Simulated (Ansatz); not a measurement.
PtSTe as a Janus 1T monolayer, relaxed with r2SCAN in the PAW code Ansatz. The sheet's in-plane cell has a = 3.773 Å, b = 3.773 Å (γ = 120.0°), and its outermost atoms lie 2.64 Å apart along the normal. Pt has 3 S at 2.49 Å and 3 Te at 2.61 Å; S has 3 Pt at 2.49 Å; Te has 3 Pt at 2.61 Å.

The axes x, y and z are those of this cell:
```
Pt S Te
1.0
     3.77339    0.00000    0.00000
    -1.88669    3.26785    0.00000
     0.00000    0.00000   30.10577
Pt S Te
1 1 1
Direct
  0.00000 0.00000 0.30152
  0.33333 0.66667 0.34150
  0.66667 0.33333 0.25382
```
The sheet repeats along a and b alone.

Unstrained: The PBE gap is indirect, 0.925 eV (Γ–K (0.38 of the way from Γ) to K), below the direct gap of 1.328 eV at Γ–M (0.40 of the way from Γ). With r2SCAN the valence top lies at Γ–K (0.38 of the way from Γ) and the conduction bottom at K, 1.065 eV higher; the smallest vertical gap, at Γ–M (0.40 of the way from Γ), is 1.515 eV. HSE06 gives an indirect gap of 1.487 eV, from Γ to K; the least direct gap is 1.951 eV at Γ–M (0.40 of the way from Γ). Meshes: PBE 12×12×1, r2SCAN 12×12×1, HSE06 6×6×1. Strains are changes of length per length, and xy shears are angles. After each strain the atoms were relaxed again with r2SCAN within the symmetry that the strain leaves, so tilts or polar shifts that break it weren't tested; points keep the names that they have in the unstrained zone. (Calculated; spin-unpolarised; the phase may be known or hypothetical.)

Question: Apply in-plane biaxial -5.0 %. How far does the gap move, against the unstrained cell?

Answer: PBE: the gap goes from 0.925 to 0.446 eV (-0.479 eV); the edges go from Γ–K (0.38) → K to Γ → K. r2SCAN: the gap goes from 1.065 to 0.569 eV (-0.496 eV); the edges go from Γ–K (0.38) → K to Γ → K. HSE06: the gap goes from 1.487 to 0.902 eV (-0.585 eV). The r2SCAN energy rises by 63.0 meV an atom.

Question: Apply uniaxial -1.0 % along y, other directions held. How far does the gap move, against the unstrained cell?

Answer: PBE: the gap goes from 0.925 to 0.885 eV (-0.040 eV); the edges go from Γ–K (0.38) → K to Γ → K. r2SCAN: the gap goes from 1.065 to 1.026 eV (-0.039 eV); the edges go from Γ–K (0.38) → K to Γ → K. HSE06: the gap goes from 1.487 to 1.395 eV (-0.092 eV). The r2SCAN energy rises by 0.9 meV an atom.

Question: Estimate what xy shear, engineering strain (angle) +2.0 % does to the gap.

Answer: PBE: the gap goes from 0.925 to 0.896 eV (-0.029 eV); the edges go from Γ–K (0.38) → K to (1/8, -0.245, 0) → K. r2SCAN: the gap goes from 1.065 to 1.034 eV (-0.031 eV); the edges go from Γ–K (0.38) → K to (1/8, -0.245, 0) → K. HSE06: the gap goes from 1.487 to 1.408 eV (-0.079 eV). The r2SCAN energy rises by 1.4 meV an atom.

Question: Estimate what uniaxial +0.5 % along x, other directions held does to the gap.

Answer: PBE: the gap goes from 0.925 to 0.925 eV (0.000 eV). r2SCAN: the gap goes from 1.065 to 1.064 eV (-0.001 eV). HSE06: the gap goes from 1.487 to 1.495 eV (+0.008 eV). The r2SCAN energy rises by 0.2 meV an atom.

Spin-orbit coupling is left out, which matters wherever the heavy atoms make up the band edges.

Where an edge lies off the special points, it is a point of the mesh or the k point where a search put PBE's edge or least direct gap, reused for the other functionals, whose own edges may lie a little apart.

The meshes of the hybrids are coarse, so their gaps aren't converged to the digits shown.
